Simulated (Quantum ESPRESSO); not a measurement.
Parts of the isotropic shielding in AlN, by PBE GIPAW (a modified build of Quantum ESPRESSO, JTH PAW datasets), 25 Ha, k-mesh 7×7×7 shifted:

```
CELL_PARAMETERS angstrom
      0.00000     2.18399     2.18399
      2.18399     0.00000     2.18399
      2.18399     2.18399     0.00000
ATOMIC_POSITIONS crystal
  Al 0.00000 0.00000 0.00000
  N  0.75000 0.75000 0.75000
```
The cell comes from the Materials Project (a computed structure). It is AlN in F-43m. Stability against distortions was not tested.

The core term is that of the free atom's frozen core; the paramagnetic column sums the reconstruction terms. Shieldings are absolute and leave out the bulk-susceptibility term; a larger σ means a smaller chemical shift. By our sweeps, such settings leave a few ppm in absolute σ. The datasets of Al hold no d projectors, which limits absolute σ on these atoms. Static lattice: thermal averaging is not included.

```tsv
site	core	bare (smooth current)	diamagnetic correction	paramagnetic corrections	σ_iso (ppm)
Al (atom 1)	766.8	-21.8	2.6	[?]	[?]
N (atom 2)	235.8	-14.1	11.3	[?]	[?]
```

Question: Some entries are withheld; supply them.

Answer: 
- Al (atom 1), paramagnetic corrections: -312.6
- Al (atom 1), σ_iso (ppm): 435.0
- N (atom 2), paramagnetic corrections: -127.6
- N (atom 2), σ_iso (ppm): 105.4
